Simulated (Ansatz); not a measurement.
GeMo$_{2}$C:
```yaml
crystal:
  lattice:
    - [3.13266, 0.00000, 0.00000]
    - [-1.56633, 2.71296, 0.00000]
    - [0.00000, 0.00000, 12.64134]
  atoms:
    - { symbol: Ge, position: [0.66667, 0.33333, 0.25000] }
    - { symbol: Ge, position: [0.33333, 0.66667, 0.75000] }
    - { symbol: Mo, position: [0.66667, 0.33333, 0.91094] }
    - { symbol: Mo, position: [0.33333, 0.66667, 0.08906] }
    - { symbol: Mo, position: [0.33333, 0.66667, 0.41094] }
    - { symbol: Mo, position: [0.66667, 0.33333, 0.58906] }
    - { symbol: C, position: [0.00000, 0.00000, 0.00000] }
    - { symbol: C, position: [0.00000, 0.00000, 0.50000] }
```

Relaxed with PBE. Special points in fractions of this cell's reciprocal vectors: Γ (0.000, 0.000, 0.000); M (0.500, 0.000, 0.000); K (0.333, 0.333, 0.000); A (0.000, 0.000, 0.500); L (0.500, 0.000, 0.500); H (0.333, 0.333, 0.500).

Task: List the band energies nearest the Fermi level at these points for the program Ansatz at the PBE level (PAW).

Result: In eV from the Fermi level; about four levels below and three above (degenerate sets whole), none deeper than 8.9 eV; points with the same levels are listed once.

| k | below | above |
|---|---|---|
| Γ | -0.82 -0.82 -0.48 -0.48 | 0.69 0.69 0.83 0.83 |
| M | -4.21 -4.21 -3.20 -3.08 -0.67 | 0.39 0.49 0.50 |
| K | -2.60 -0.94 -0.88 -0.88 | 0.14 0.14 0.64 |
| A | -0.66 -0.66 -0.66 -0.66 | 0.76 0.76 0.76 0.76 |
| L | -3.14 -3.14 -0.29 -0.29 | 0.59 0.59 0.81 0.81 |
| H | -1.85 -1.85 -1.00 -1.00 | 0.53 0.53 0.77 0.77 |

Space group P6_3/mmc. The start of the workflow was typed in or built on a structure type; neither database checked (COD, Materials Project) lists it. Whether it is the stable phase at ambient conditions was not checked. The PBE relaxation kept the symmetry of its start; whether a distortion lowers the energy is not shown. No spin polarisation was allowed. Spin–orbit coupling is left out wherever it is not named.

Potentials: the later of the program's two PAW sets.
